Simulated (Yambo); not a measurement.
Yambo run on MgO (rock salt, space group Fm-3m, No. 225). The wavefunctions are norm-conserving LDA (Quantum ESPRESSO, 84 Ry, scalar-relativistic) ones on a 6×6×6 mesh (8 occupied bands); a = 2.9414 Å, b = 2.9414 Å, c = 2.9414 Å, α = 60.00°, β = 60.00°, γ = 60.00°.

Yambo input:

```
rim_cut
gw0
dyson
el_el_corr
HF_and_locXC
ppa
em1d
RandQpts= 1000000
RandGvec= 1 Ry
EXXRLvcs= 84 Ry
VXCRLvcs= 336 Ry
Chimod= "HARTREE"
% BndsRnXp
 2 | 54 |
%
NGsBlkXp= 14 Ry
% LongDrXp
 1.0 | 1.0 | 1.0 |
%
PPAPntXp= 27.2114 eV
% GbndRnge
 1 | 54 |
%
GTermKind= "BG"
DysSolver= "n"
ExtendOut
% QPkrange
 1 | 1 | 8 | 9 |
%
```

k points by index: 1 = Γ.

Table of the .qp output:

```
#    K-point    Band    Eo [eV]    E [eV]    E-Eo [eV]    Vxc [eV]    Vnlxc [eV]    Sc|Eo [eV]    Sc|E [eV]    dSc/dw|Eo [eV]    Re(Z)    Im(Z)
#
    1    8    0.000000    -1.529287    -1.529287    -19.99559    -25.58754    3.691117    4.062668    -6.610786    0.804542    -0.001018
    1    9    5.065488    6.355225    1.289737    -14.30387    -9.293288    -3.493852    -3.720846    -4.788980    0.850345    -0.770906E-3
```
(The two width columns are left out.) Convergence of these settings isn't established.

Geometry relaxed with LDA.
